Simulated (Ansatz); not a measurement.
GaP (started from an entry of an open crystallographic database), relaxed with r2SCAN: 7 runs in Ansatz, each a construction of maximally localised Wannier functions. The symmetry is F-43m (No. 216, cubic); conventional cell a = 5.451 Å, 20.24 Å³ an atom. Ga has 4 P at 2.36 Å; P has 4 Ga at 2.36 Å. No spin polarisation and no zero-point or thermal motion.

```yaml
crystal:
  lattice:
    - [0.00000, 2.72541, 2.72541]
    - [2.72541, 0.00000, 2.72541]
    - [2.72541, 2.72541, 0.00000]
  atoms:
    - { symbol: Ga, position: [0.00000, 0.00000, 0.00000] }
    - { symbol: P, position: [0.25000, 0.25000, 0.25000] }
```

Windows count from the top of the filled bands; a dash means that no such window was set (without an outer window there is no disentanglement). Rows marked drawn have settings drawn at random (some not listed).

```csv
functional,SCF mesh,trial orbitals,functions,mesh,window (eV),frozen (eV),settings,Ω total (Å²),Ω invariant (Å²),largest spread (Å²),least projectability,"interpolation miss of the model's filled bands (eV, to the nearest computed level)"
PBE,6×6×6,"P s, P p",4,4×4×4,–,–,chosen,6.43,5.84,1.61,0.75,0.358
PBE,6×6×6,"P s, P p",4,8×8×8,–,–,chosen,7.89,7.36,1.97,0.73,0.073
r2SCAN,6×6×6,"P s, P p",4,6×6×6,–,–,chosen,7.27,6.71,1.82,0.74,0.133
HSE06,6×6×6,"P s, P p",4,6×6×6,–,–,chosen,7.02,6.46,1.75,0.75,–
PBE,6×6×6,P p,3,2×2×2,–,–,drawn,4.54,4.27,1.51,0.77,1.057
```

Problem. Estimate from these rows what the further settings give.

| functional | SCF mesh | trial orbitals | functions | mesh | window (eV) | frozen (eV) | settings |
| --- | --- | --- | --- | --- | --- | --- | --- |
| PBE | 6×6×6 | P s, P p | 4 | 6×6×6 | – | – | chosen |
| PBE | 6×6×6 | P p | 3 | 6×6×6 | – | – | chosen |

Solution.
```json
{"functional": "PBE", "SCF mesh": "6×6×6", "trial orbitals": "P s, P p", "functions": "4", "mesh": "6×6×6", "window (eV)": "–", "frozen (eV)": "–", "settings": "chosen", "Ω total (Å²)": "7.42", "Ω invariant (Å²)": "6.86", "largest spread (Å²)": "1.86", "least projectability": "0.73", "interpolation miss of the model's filled bands (eV, to the nearest computed level)": "0.160"}
{"functional": "PBE", "SCF mesh": "6×6×6", "trial orbitals": "P p", "functions": "3", "mesh": "6×6×6", "window (eV)": "–", "frozen (eV)": "–", "settings": "chosen", "Ω total (Å²)": "9.13", "Ω invariant (Å²)": "8.58", "largest spread (Å²)": "3.04", "least projectability": "0.52", "interpolation miss of the model's filled bands (eV, to the nearest computed level)": "0.159"}
```

A dash in the last column means that the miss wasn't evaluated.

For P s, P p with PBE the spread goes 6.43 Å² (4×4×4), 7.42 Å² (6×6×6), 7.89 Å² (8×8×8): finite differences on a coarse mesh understate it.

Spin-orbit coupling is left out.
